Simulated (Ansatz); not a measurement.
Na₂GaOsC₆N₆: start and end of a relaxation

Recipe of this trial structure of Na₂GaOsC₆N₆: cyanide-bridged rock-salt net of two metals, 2 guest cations a cell (Fm-3m, No. 225). Its size is a rough estimate.

start.cif

```cif
data_structure
_symmetry_space_group_name_H-M 'Fm-3m'
_symmetry_Int_Tables_number 225
_cell_length_a 10.1020
_cell_length_b 10.1020
_cell_length_c 10.1020
_cell_angle_alpha 90.000
_cell_angle_beta 90.000
_cell_angle_gamma 90.000
_cell_volume 1030.91
loop_
_atom_site_label
_atom_site_type_symbol
_atom_site_symmetry_multiplicity
_atom_site_Wyckoff_symbol
_atom_site_fract_x
_atom_site_fract_y
_atom_site_fract_z
_atom_site_occupancy
Na1 Na 8 c 0.25000 0.75000 0.75000 1
Ga1 Ga 4 b 0.50000 0.00000 0.00000 1
Os1 Os 4 a 0.00000 0.00000 0.00000 1
C1 C 24 e 0.18769 0.00000 0.00000 1
N1 N 24 e 0.30350 0.00000 0.00000 1
```

Level of theory: DFT PBE, scalar-relativistic, plane waves, PAW in Ansatz. Cutoff 420 eV, Gaussian smearing, Γ-centred meshes. Cell and atoms relax first on a coarse mesh and then on a finer one. In between, the cell is made exact in the group found at 0.06 Å. In metals the finer mesh still leaves noise of several meV/atom or more. The steps can't lower the symmetry of their start. Collinear spin, starting moments Os 1.0 μB; they died out on the coarse mesh, so the last step has no spin.

end.cif

```cif
data_structure
_symmetry_space_group_name_H-M 'Fm-3m'
_symmetry_Int_Tables_number 225
_cell_length_a 10.4656
_cell_length_b 10.4656
_cell_length_c 10.4656
_cell_angle_alpha 90.000
_cell_angle_beta 90.000
_cell_angle_gamma 90.000
_cell_volume 1146.30
loop_
_atom_site_label
_atom_site_type_symbol
_atom_site_symmetry_multiplicity
_atom_site_Wyckoff_symbol
_atom_site_fract_x
_atom_site_fract_y
_atom_site_fract_z
_atom_site_occupancy
Na1 Na 8 c 0.25000 0.75000 0.75000 1
Ga1 Ga 4 b 0.50000 0.00000 0.00000 1
Os1 Os 4 a 0.00000 0.00000 0.00000 1
C1 C 24 e 0.19311 0.00000 0.00000 1
N1 N 24 e 0.30540 0.00000 0.00000 1
```

The symmetry stays Fm-3m (No. 225). The volume per atom grows by 11.2 %, from 16.1 to 17.9 Å³. The shortest distance goes from 1.17 Å (C–N) to 1.18 Å (C–N).

```
Volume per atom                           : 17.91 Å³
Density                                   : 2.68 g/cm³
Energy over the elements                  : +0.12 eV/atom
Gap on the 6×6×6 mesh of the 16-atom cell : 0 eV (a metal)
```

Energies over the elements count from the elements' standard structures at the same level (N₂ as a molecule), with no fitted energy shifts. The separate elements lie lower, so it is unstable against them.

The last run used Gaussian smearing of 0.10 eV. These runs have no spin–orbit coupling, which can matter for Os. The reference form of C is held partly by dispersion forces, which this level lacks. Symmetry constrained the relaxation, so the result can be a saddle point. In all, the 3 runs took 2.7 min on 1 thread of Intel(R) Xeon(R) Platinum 8488C (Sapphire Rapids), with other jobs on the host.
